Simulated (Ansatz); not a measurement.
**Two states of NiPtF6**

```
Ni F Pt
1.0
     2.45204    1.41569    4.53603
    -2.45204    1.41569    4.53603
     0.00000   -2.83137    4.53603
Ni F Pt
1 6 1
Direct
  0.50000 0.50000 0.50000
  0.24200 0.62700 0.88200
  0.88200 0.24200 0.62700
  0.62700 0.88200 0.24200
  0.75800 0.37300 0.11800
  0.11800 0.75800 0.37300
  0.37300 0.11800 0.75800
  0.00000 0.00000 0.00000
```

Method: r2SCAN; PAW, plane waves to 500 eV, 5×5×5 Γ-centred mesh, fermi-dirac occupations (width 0.1 eV) (Ansatz 0.2.0), atoms fixed.

State A: Ni1 up (collinear spin). State B: no moments (no spin polarisation).

Question: Compare the two self-consistent states.

Answer: State A is lower by 233.3 meV an atom at zero smearing; in free energy at this smearing B lies +218.5 meV an atom from A.

| state | free energy (meV/atom) | largest moment in a small sphere (μB) | net moment (μB/cell) | gap on mesh (eV) | pressure (GPa) | largest force (eV/Å) |
| --- | --- | --- | --- | --- | --- | --- |
| A | 0.0 | 1.69 | 2.00 | 2.29 | 12.3 | 1.33 |
| B | 218.5 | 0.00 | 0.00 | metal | 12.0 | 1.76 |

Origin: a database entry at a rescaled volume. Caveats: no spin-orbit coupling, which can shift this gap by tenths of an eV; atoms or cell far from equilibrium; gaps of Fe, Co and Ni magnets come out low on these datasets; the Fermi level lies in a narrow band between gaps, which spin or distortion may split; the k mesh is coarse if the cell is a metal.
